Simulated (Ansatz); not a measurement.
# TiAs: a fit and a missing row

TiAs, P6_3/mmc, a = 3.604 Å, c = 6.078 Å. The structure is a Materials Project entry; whether it is the stable form wasn't checked. Ansatz: PBEsol, PAW, 420 eV, Γ-centred 12×12×8 mesh on 4 atoms, Gaussian smearing 0.10 eV; no spin polarisation. Shape and atoms are relaxed at each volume; pressure is positive in compression.

| V (Å³/atom) | P (GPa) |
| --- | --- |
| 16.063 | 8.66 |
| 16.575 | 4.04 |
| 17.088 | 0.00 |
| 17.600 | -3.46 |
| 18.113 | ? |

Q: Take V0 = 17.088 Å³/atom, fit the third-order Birch–Murnaghan form to the other rows, and predict the missing pressure.

A: With the Eulerian strain f = ½[(V0/V)^(2/3) − 1] and y = P/[3f(1 + 2f)^(5/2)], the form is the line y = B0 + 1.5 B0 (B0′ − 4) f. Rows (f, y): 0.02105, 123.7; 0.01026, 124.8; -0.00974, 124.4. Means f = 0.007190, y = 124.30; Σ(Δf)² = 0.0004881, ΣΔfΔy = -0.008474; the slope is their ratio. y = 124.4 − 17.36 f GPa, so B0 = 124.4 GPa and B0′ = 4 + 2 × (-17.36)/(3 × 124.4) = 3.91. At V = 18.113, f = -0.01905, y = 124.73 and P = -6.47 GPa. The run gave -6.44 GPa, so the fit is 0.03 GPa too low, within twice the rms miss on the fitted rows (0.02 GPa). The form still works here, 33 % of the fitted range beyond its end.